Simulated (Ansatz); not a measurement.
# Ta: strain and displacement

```
CELL_PARAMETERS angstrom
-1.65128 1.65128 1.65128
1.65128 -1.65128 1.65128
1.65128 1.65128 -1.65128
ATOMIC_POSITIONS crystal
Ta 0.00000 0.00000 0.00000
```

The cell comes from COD entry 1541266, which wasn't checked; take it as a given geometry.

No spin–orbit coupling, which matters for the heavy atoms here.

Method: Ansatz 0.2.0, DFT, PBEsol, all-electron PAW with datasets made for the crystal, scalar-relativistic.

Sampling and basis: a Γ-centred 17×17×17 k mesh, Fermi–Dirac smearing of 0.08 eV, cutoff 240 eV (chosen by the program for this cell), no spin polarisation.

The unchanged cell is at -3.87 GPa.

In a metal, stresses and small energies carry noise from the k mesh.

x, y and z are the Cartesian axes of the cell as listed; fractional coordinates follow a strain, and an engineering shear is twice the off-diagonal strain component.

(1) With this change (equal xy, yz and zx engineering shear strains of -3 %), what becomes of the energy and stress?

(2) With this change (equal xy, yz and zx engineering shear strains of -1 %), what becomes of the energy and stress?

With equal xy, yz and zx engineering shear strains of +2 %: energy change +5 meV/atom; stress change (xx, yy, zz, yz, xz, xy) 0.18, 0.18, 0.18, -1.51, -1.51, -1.51 GPa, compression positive.

(3) With this change (equal xy, yz and zx engineering shear strains of -2 %), what becomes of the energy and stress?

With equal xy, yz and zx engineering shear strains of +1 %: energy change +1 meV/atom; stress change (xx, yy, zz, yz, xz, xy) 0.05, 0.05, 0.05, -0.76, -0.76, -0.76 GPa, compression positive.

With equal xy, yz and zx engineering shear strains of +3 %: energy change +11 meV/atom; stress change (xx, yy, zz, yz, xz, xy) 0.37, 0.37, 0.37, -2.22, -2.22, -2.22 GPa, compression positive.

Answers

(1) Energy change +10 meV/atom; stress change (xx, yy, zz, yz, xz, xy) 0.35, 0.35, 0.35, 2.00, 2.00, 2.00 GPa, compression positive.

(2) Energy change +1 meV/atom; stress change (xx, yy, zz, yz, xz, xy) 0.04, 0.04, 0.04, 0.73, 0.73, 0.73 GPa, compression positive.

(3) Energy change +5 meV/atom; stress change (xx, yy, zz, yz, xz, xy) 0.17, 0.17, 0.17, 1.40, 1.40, 1.40 GPa, compression positive.
